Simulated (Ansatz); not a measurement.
Al:
Space group P6₃/mmc (No. 194); a = 2.824 Å, b = 2.824 Å, c = 27.665 Å, α = 90.00°, β = 90.00°, γ = 120.00°

```
atom  site  symmetry       x       y       z
----  ----  --------  ------  ------  ------
Al      4f       3m.  0.3333  0.6667  0.1662
Al      2b      -6m2  0.0000  0.0000  0.2500
Al      4f       3m.  0.6667  0.3333  0.0831
Al      2a      -3m.  0.0000  0.0000  0.0000
```

Relaxed with r²SCAN.

**Question.** Tabulate the valence density and the electron localisation function along the shortest Al–Al contact (2.82 Å), DFT-r²SCAN in the program Ansatz with PAW potentials.

**Answer.** 

```
distance from Al (Å)  density (e/Å³)   ELF
--------------------  --------------  ----
0.28                            0.06  0.06
0.42                            0.08  0.03
0.56                            0.12  0.10
0.70                            0.17  0.28
0.85                            0.20  0.49
0.99                            0.22  0.60
1.13                            0.22  0.63
1.27                            0.22  0.63
1.41                            0.21  0.63
1.55                            0.22  0.63
1.69                            0.22  0.63
1.83                            0.22  0.60
1.97                            0.20  0.49
2.11                            0.17  0.28
2.25                            0.12  0.10
2.40                            0.08  0.03
2.54                            0.06  0.06
```

The density is the valence pseudo-density with augmentation charge, so density and ELF within about 1 Å of a nucleus are not all-electron values.

Space group P6_3/mmc. The start of the workflow was typed in or built on a structure type; the Crystallography Open Database copy checked does not list it. It is not the phase usual at ambient conditions (space group No. 225). The cell was relaxed with r²SCAN under the symmetry of its start; its stability against distortions is not shown here. Axis ratios of metals converge slowly with the k-mesh, so a and c are less sure than the volume.

Potentials: the earlier of the program's two PAW sets.
